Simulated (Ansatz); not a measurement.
**Sb: ab initio molecular dynamics**

All numbers below come from DFT PBEsol, scalar-relativistic, plane waves, PAW in Ansatz 0.2.0. Cutoff 420 eV, shifted (0.5, 0.5, 0.5 steps) 2×2×2 k-points, Fermi–Dirac smearing of 0.05 eV. The mesh is coarse. Spin–orbit coupling is left out, which matters for the heavy elements here. No spin polarisation.

32 atoms, starting at 1.00 times the perfect crystal's volume (space group P6_3/mmc, not the usual structure); Langevin thermostat at 150 K (friction 0.02 fs⁻¹), fixed cell; 35 steps of 3 fs. The run is short and not equilibrated. The crystal has no gap, and so coarse a mesh can leave errors of tens of meV/atom and of a GPa or more.

First frame:

```yaml
crystal:
  lattice:
    - [6.64502, -5.75476, 5.46774]
    - [-6.64502, 5.75476, 5.46774]
    - [-6.64502, -5.75476, -5.46774]
  atoms:
    - { symbol: Sb, position: [0.20833, 0.75000, 0.70833] }
    - { symbol: Sb, position: [0.95833, 0.87500, 0.58333] }
    - { symbol: Sb, position: [0.70833, 0.25000, 0.70833] }
    - { symbol: Sb, position: [0.45833, 0.37500, 0.58333] }
    - { symbol: Sb, position: [0.20833, 0.50000, 0.45833] }
    - { symbol: Sb, position: [0.70833, 0.00000, 0.45833] }
    - { symbol: Sb, position: [0.95833, 0.62500, 0.33333] }
    - { symbol: Sb, position: [0.45833, 0.12500, 0.33333] }
    - { symbol: Sb, position: [0.20833, 0.25000, 0.20833] }
    - { symbol: Sb, position: [0.70833, 0.75000, 0.20833] }
    - { symbol: Sb, position: [0.95833, 0.37500, 0.08333] }
    - { symbol: Sb, position: [0.45833, 0.87500, 0.08333] }
    - { symbol: Sb, position: [0.20833, 0.00000, 0.95833] }
    - { symbol: Sb, position: [0.70833, 0.50000, 0.95833] }
    - { symbol: Sb, position: [0.95833, 0.12500, 0.83333] }
    - { symbol: Sb, position: [0.45833, 0.62500, 0.83333] }
    - { symbol: Sb, position: [0.54167, 0.87500, 0.66667] }
    - { symbol: Sb, position: [0.29167, 0.00000, 0.54167] }
    - { symbol: Sb, position: [0.04167, 0.37500, 0.66667] }
    - { symbol: Sb, position: [0.79167, 0.50000, 0.54167] }
    - { symbol: Sb, position: [0.54167, 0.62500, 0.41667] }
    - { symbol: Sb, position: [0.04167, 0.12500, 0.41667] }
    - { symbol: Sb, position: [0.29167, 0.75000, 0.29167] }
    - { symbol: Sb, position: [0.79167, 0.25000, 0.29167] }
    - { symbol: Sb, position: [0.54167, 0.37500, 0.16667] }
    - { symbol: Sb, position: [0.04167, 0.87500, 0.16667] }
    - { symbol: Sb, position: [0.29167, 0.50000, 0.04167] }
    - { symbol: Sb, position: [0.79167, 0.00000, 0.04167] }
    - { symbol: Sb, position: [0.54167, 0.12500, 0.91667] }
    - { symbol: Sb, position: [0.04167, 0.62500, 0.91667] }
    - { symbol: Sb, position: [0.29167, 0.25000, 0.79167] }
    - { symbol: Sb, position: [0.79167, 0.75000, 0.79167] }
```

```
Mean temperature over the second half                                                                                      : 160 K
Mean pressure over the second half (kinetic part included)                                                                 : 0.8 GPa
Mean potential energy above the perfect crystal (relaxed, at volume ratio 1; the free energy holds the electrons' entropy) : 6 meV/atom
Mean-square drift of Sb from first to last step (mean shift of all atoms removed)                                          : 0.02 Å²
```

Pair distribution functions g(r), second half of the run, up to half the cell's height:

```
r (Å) Sb-Sb
 2.95    0.0
 3.05    0.2
 3.15    2.0
 3.25    7.0
 3.35    8.0
 3.45    4.4
 3.55    0.9
 3.65    0.0
 3.75    0.0
 3.85    0.0
```

Along the run (potential energy from its first value; pressure with the kinetic part):

```tsv
t (fs)	T (K)	ΔE_pot (meV/atom)	P (GPa)
0.0	145	0.0	0.2
3.0	159	0.0	0.2
6.0	145	0.1	0.2
9.0	157	0.2	0.2
12.0	163	0.3	0.3
15.0	164	0.4	0.3
18.0	153	0.6	0.3
21.0	148	0.7	0.3
24.0	165	0.9	0.3
27.0	168	1.2	0.3
30.0	174	1.4	0.4
33.0	177	1.6	0.4
36.0	172	1.9	0.4
39.0	168	2.1	0.4
42.0	166	2.4	0.5
45.0	183	2.6	0.5
48.0	182	2.9	0.5
51.0	179	3.2	0.6
54.0	188	3.5	0.6
57.0	176	3.8	0.6
60.0	179	4.2	0.7
63.0	177	4.6	0.7
66.0	181	5.0	0.7
69.0	171	5.3	0.8
72.0	164	5.7	0.8
75.0	153	6.0	0.8
78.0	152	6.2	0.9
81.0	159	6.4	0.9
84.0	160	6.6	0.9
87.0	146	6.7	0.9
90.0	138	6.8	0.9
93.0	125	7.0	1.0
96.0	147	7.1	1.0
99.0	152	7.1	1.0
102.0	150	7.2	1.0
105.0	154	7.3	1.0
```

Cost: 1 run of about 28 core-minutes (earlier runs that led there not counted), on Intel Xeon 6975P-C (Granite Rapids) (shared hosts).